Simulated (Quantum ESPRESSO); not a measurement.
TaAlO4 is taken in the monoclinic space group C2/m (No. 12), Pearson symbol mS24. Lattice parameters: a = 12.135 Å, b = 3.779 Å, c = 6.462 Å, α = 90.00°, β = 107.71°, γ = 90.00°. O1 on 4i is surrounded by 1 Al at 1.957 Å and 2 Ta at 1.964 Å. O2 on 4i sees 1 Al at 1.843 Å and 1 Ta at 1.892 Å and 1 Ta at 2.274 Å. O3 on 4i has 1 Ta at 1.811 Å and 1 Al at 1.818 Å. O4 on 4i is surrounded by 3 Al at 1.939–1.978 Å and 1 Ta at 2.157 Å. Al on 4i is coordinated by 2 O at 1.818–1.843 Å and 4 O at 1.939–1.978 Å. Ta on 4i sees 4 O at 1.811–1.964 Å and 1 O at 2.157 Å and 1 O at 2.274 Å. (Neighbours: up to the widest gap in distance over summed covalent radii, below 1.35, at either atom; cation-cation contacts left out.)
(The calculation used a cell of 12 atoms; values per cell refer to that cell.)

The geometry is that of Materials Project entry mp-14333, symmetrised and not relaxed again.

**Question.** What does norm-conserving PBEsol (Quantum ESPRESSO, 84 Ry, scalar-relativistic) give for the electronic structure near the Fermi level?

**Answer.** The PBEsol gap is indirect, 4.12 eV, from I to Z; the smallest direct gap is 4.44 eV. Without spin-orbit coupling, band edges of such heavy elements can be off by tenths of an eV.
